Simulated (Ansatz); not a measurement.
Consider the following.

Pt (fcc, Cu type)

```yaml
crystal:
  lattice:
    - [0.00000, 3.94001, 3.94001]
    - [1.97000, 0.00000, 1.97000]
    - [1.97000, 1.97000, 0.00000]
  atoms:
    - { symbol: Pt, position: [0.00000, 0.00000, 0.00000] }
    - { symbol: Pt, position: [0.50000, 0.00000, 0.00000] }
```

A phonon eigenvector at L = (0.5, 0.0, 0.0) is frozen into this cell: atom i moves by Q times the vector below, so Q is the largest atomic displacement, in Å. The cell is held. It is one choice among 2 degenerate patterns. (q is in reciprocal vectors of the primitive cell; the cell shown is doubled to hold the pattern.)

```json
[
 {"atom": "Pt1", "x": "0.285", "y": "-0.520", "z": "0.805"},
 {"atom": "Pt2", "x": "-0.285", "y": "0.520", "z": "-0.805"}
]
```

Calculation: r2SCAN (plane waves to 500 eV, PAW, scalar-relativistic; Ansatz, a program for electronic structure). k mesh 10×20×20 (Γ-centred), Fermi-Dirac smearing 0.05 eV. E stands for the smeared free energy. With partly filled bands, energies and forces of such displacements shift with the k mesh and the smearing. Pt is run without spin polarisation. Pt was relaxed with its symmetry unable to fall. Spin-orbit coupling is left out, though Pt is heavy. The PAW data are Ansatz's earlier set. ΔE is measured from the undisplaced structure.

The scan covers Q from -0.280 to 0.280 Å in 13 points.

Q: Which space group does the distorted structure have?

A: P-1 (No. 2), lowered from Fm-3m.

Q: What is the energy change at Q = 0.280 Å?

A: 294 meV/cell.

Q: What harmonic wavenumber does the curvature at Q = 0 give?

A: 94 cm⁻¹.

(For displaced atoms, the force is minus the slope of the energy, and its curvature is a force constant, which sets phonon frequencies.)
